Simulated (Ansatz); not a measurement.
Input and command of a plane-wave DFT calculation in Ansatz:

```yaml
crystal:
  lattice:
    - [6.24356527, 0.0, 0.0]
    - [0.0, 6.24356527, 0.0]
    - [0.0, 0.0, 6.24356527]
  atoms:
    - { symbol: Al, position: [0.44089041, 0.94089041, 0.55910959] }
    - { symbol: Al, position: [0.94089041, 0.55910959, 0.44089041] }
    - { symbol: Al, position: [0.55910959, 0.44089041, 0.94089041] }
    - { symbol: Al, position: [0.05910959, 0.05910959, 0.05910959] }
    - { symbol: Cu, position: [0.80907878, 0.30907878, 0.19092122] }
    - { symbol: Cu, position: [0.30907878, 0.19092122, 0.80907878] }
    - { symbol: Cu, position: [0.19092122, 0.80907878, 0.30907878] }
    - { symbol: Cu, position: [0.69092122, 0.69092122, 0.69092122] }
    - { symbol: Cu, position: [0.04875566, 0.87489095, 0.69996473] }
    - { symbol: Cu, position: [0.30003527, 0.54875566, 0.62510905] }
    - { symbol: Cu, position: [0.37489095, 0.80003527, 0.95124434] }
    - { symbol: Cu, position: [0.54875566, 0.62510905, 0.30003527] }
    - { symbol: Cu, position: [0.80003527, 0.95124434, 0.37489095] }
    - { symbol: Cu, position: [0.87489095, 0.69996473, 0.04875566] }
    - { symbol: Cu, position: [0.95124434, 0.37489095, 0.80003527] }
    - { symbol: Cu, position: [0.69996473, 0.04875566, 0.87489095] }
    - { symbol: Cu, position: [0.62510905, 0.30003527, 0.54875566] }
    - { symbol: Cu, position: [0.45124434, 0.12510905, 0.19996473] }
    - { symbol: Cu, position: [0.19996473, 0.45124434, 0.12510905] }
    - { symbol: Cu, position: [0.12510905, 0.19996473, 0.45124434] }
basis:
  ecutwfc: 420
kpoints:
  mp_grid: { grid: [6, 6, 6] }
hamiltonian:
  xc: pbesol
scf:
  occupations: { method: gaussian, width: 0.1 }
output:
  forces: true
  stress: true
  eigenvalues: true
  populations: true
```

```bash
ansatz run input.yaml --threads 4 --pin off --max-ram 10240MiB --backend cpu --events-out ev --progress --plain --runs-dir out
```

Processor: AMD EPYC 9R45 96-Core Processor (Zen 5), 4 threads, on a host shared with other jobs.

Question: Estimate time, memory and problem size.

Answer: About 17 s on 4 threads of AMD EPYC 9R45 96-Core Processor (Zen 5) (shared host), peak memory 1.7 GiB. It solves 190 bands at 24 k points (the mesh reduced by symmetry) with about 4729 plane waves, in 9 SCF iterations.
